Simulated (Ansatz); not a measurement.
MnBr2:
```xyz
3
Lattice="3.8494 0.0000 0.0000 -1.9247 3.3337 0.0000 0.0000 0.0000 32.0000" Properties=species:S:1:pos:R:3 pbc="T T F"
Br     1.9247     1.1112    17.5136
Mn     0.0000     0.0000    16.0000
Br     0.0000     2.2225    14.4864
```
The run is spin-polarised; directions of the spins, atom by atom: 0 ↑ 0.
Free-standing layer in the xy plane with vacuum along z and no interaction between images.

Relaxed with r²SCAN+D4. Special points in fractions of this cell's reciprocal vectors: Γ (0.000, 0.000, 0.000); M (0.500, 0.000, 0.000); K (0.333, 0.333, 0.000).

List the band energies nearest the valence-band maximum at these points for plane-wave PAW r²SCAN+D4 (Ansatz code).

In eV from the valence-band maximum; about four levels below and three above (degenerate sets whole), none deeper than 8.9 eV; … stands for higher levels left out; points with the same levels are listed once.

| k | below | above |
|---|---|---|
| Γ ↑ | -1.35 -1.35 0.00 0.00 | 4.07 5.44 … |
| M ↑ | -2.32 -2.12 -0.29 -0.14 | 4.63 6.14 … |
| K ↑ | -1.96 -1.96 -0.50 -0.50 | 5.48 … |
| Γ ↓ | -2.10 -2.10 -1.71 -1.22 -1.22 | 3.02 3.02 3.19 |
| M ↓ | -2.35 -2.24 -2.19 -2.12 | 2.63 3.55 3.60 |
| K ↓ | -3.56 -3.56 -2.83 -2.17 -2.17 | 3.30 3.46 3.46 |

Space group P-3m1 (1T). The layer was cut from a bulk entry of the Materials Project (measured or hypothetical); whether that bulk phase is the ambient one, and whether the layer has been isolated, was not checked. Symmetry was held in the r²SCAN+D4 relaxation; whether a distortion lowers the energy is not shown. Spin order of the final state: ferromagnetic, chosen from 3 collinear starts compared on coarse meshes (ties went to the first, and starts can fall back to one state), not a proven ground state. Other orbital occupations within this spin state were not tried. No Hubbard U is applied. Spin–orbit coupling is left out wherever it is not named.

Potentials: the later of the program's two PAW sets.
